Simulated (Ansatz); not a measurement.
Below is a relaxed structure of TeP2. The cell was found from a structure generator's guess, not taken from experiment.

Theory: DFT PBE, scalar-relativistic, plane waves, PAW (Ansatz). Cutoff 420 eV, Γ-centred mesh, Gaussian smearing, no spin polarisation.

```
Te P
1.0
    -1.64711    1.64711    6.06659
     1.64711   -1.64711    6.06659
     1.64711    1.64711   -6.06659
Te P
1 2
Direct
  0.50000 0.50000 0.00000
  0.27024 0.27024 0.00000
  0.72976 0.72976 0.00000
```

Formation energies are uncorrected and refer to the elements' standard structures at the same level. The references include black phosphorus.

Problem. What space group does it have?

Solution. I4/mmm (No. 139). Conventional cell: a = 3.294 Å, c = 12.133 Å. Te is surrounded by 2 P at 2.79 Å and 4 Te at 3.29 Å; around P lie 4 P at 2.38 Å and 1 Te at 2.79 Å.

Problem. What is its formation energy per atom?

Solution. +0.18 eV/atom. A positive value: parting into the elements would lower its energy.

Problem. Is it a metal?

Solution. Yes, bands cross the Fermi level on the 14×14×14 mesh.

The last run used a 14×14×14 mesh for its 3-atom cell and Gaussian smearing of 0.10 eV. Spin–orbit coupling, which can matter for Te, is left out. The reference forms of P and Te are held partly by dispersion forces, which this level lacks. Symmetry constrained the relaxation, so the result can be a saddle point.
